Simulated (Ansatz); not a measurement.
P₂W:
Space group Cmc2₁ (No. 36); a = 3.132 Å, b = 11.082 Å, c = 4.933 Å, α = 90.00°, β = 90.00°, γ = 90.00°

| atom | site | symmetry | x | y | z |
|---|---|---|---|---|---|
| P | 4a | m.. | 0.0000 | 0.0700 | 0.8826 |
| P | 4a | m.. | 0.0000 | 0.2029 | 0.2005 |
| W | 4a | m.. | 0.0000 | 0.5933 | 0.4999 |
(The calculation used a cell of 6 atoms; values per cell refer to that cell.)

Relaxed at zero pressure with LDA (plane waves, PAW; program Ansatz).

### Question
The volume is lowered by 9 % and shape and atoms relax at that volume. What pressure results, and how do the axes share the change?

### Answer
23.7 GPa; a -3.5 %, b -2.1 %, c -3.7 %; the energy rises by 88 meV/atom.

### Question
Give the new structure.

### Answer

Space group Cmc2₁ (No. 36); a = 3.0225 Å, b = 10.8485 Å, c = 4.7517 Å, α = 90.00°, β = 90.00°, γ = 90.00°

```json
[
 {"atom": "P", "site": "4a", "symmetry": "m..", "x": "0.0000", "y": "0.0729", "z": "0.8852"},
 {"atom": "P", "site": "4a", "symmetry": "m..", "x": "0.0000", "y": "0.2073", "z": "0.2017"},
 {"atom": "W", "site": "4a", "symmetry": "m..", "x": "0.0000", "y": "0.5925", "z": "0.4962"}
]
```

The phase is kept; no other phase was compared at this pressure.

Space group Cmc2_1. The first step of the workflow began from a Materials Project structure, measured or hypothetical; the Crystallography Open Database files this formula in space group No. 36, but the cells were not matched. Whether it is the stable phase at ambient conditions was not checked. The cell was relaxed with LDA under the symmetry of its start; its stability against distortions is not shown here. No spin polarisation was allowed. Scalar-relativistic: spin–orbit coupling is off unless named, which matters more the heavier the elements.

Potentials: the earlier of the program's two PAW sets.
